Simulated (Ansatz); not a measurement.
## Harmonic thermodynamics of AlCu3 at 0.98 times its equilibrium volume

Method: DFT LDA, scalar-relativistic, plane waves, PAW (Ansatz 0.2.0). Settings: 420 eV plane-wave cutoff, Γ-centred 12×12×12 mesh, Fermi-Dirac smearing of 0.15 eV. No spin polarisation. Phonons by linear response, acoustic sum rule imposed.

The cell, relaxed in shape and atoms at 0.98 times its equilibrium volume:
```cif
data_structure
_symmetry_space_group_name_H-M 'P 1'
_symmetry_Int_Tables_number 1
_cell_length_a 3.5655
_cell_length_b 3.5655
_cell_length_c 3.5655
_cell_angle_alpha 90.000
_cell_angle_beta 90.000
_cell_angle_gamma 90.000
_cell_volume 45.33
loop_
_atom_site_label
_atom_site_type_symbol
_atom_site_fract_x
_atom_site_fract_y
_atom_site_fract_z
_atom_site_occupancy
Al1 Al 0.00000 0.00000 0.00000 1
Cu1 Cu 0.50000 0.50000 0.00000 1
Cu2 Cu 0.50000 0.00000 0.50000 1
Cu3 Cu 0.00000 0.50000 0.50000 1
```

In a metal, frequencies and elastic constants depend on the k mesh and the smearing, soft modes and shear constants most. Some empty bands missed the eigensolver's threshold. The q mesh is coarse, so values between its points are rough.

Force constants from linear response on a 2×2×2 q mesh, interpolated to a fine mesh.

(1) How much zero-point energy does an atom carry?

(2) How large are the vibrational entropy and heat capacity at 300 K?

(3) Tabulate them against temperature.

Answers

(1) 37.6 meV.

(2) S = 3.43 k_B and C_V = 2.75 k_B per atom, 92 % of the Dulong–Petit value.

(3)
```
T (K) F_vib (meV/atom) S (k_B/atom) C_V (k_B/atom)
  100              35.2          0.91            1.61
  200              20.8          2.36            2.49
  300              -4.4          3.43            2.75
  400             -37.6          4.24            2.86
  500             -77.0          4.88            2.91
  600            -121.4          5.41            2.93
  700            -170.0          5.87            2.95
  800            -222.3          6.26            2.96
  900            -277.8          6.61            2.97
 1000            -336.2          6.93            2.98
```

Whether AlCu3 exists in this form wasn't checked.

Cost: 1 run of about 8.4 core-minutes, on Intel Xeon 6975P-C (Granite Rapids) (shared hosts).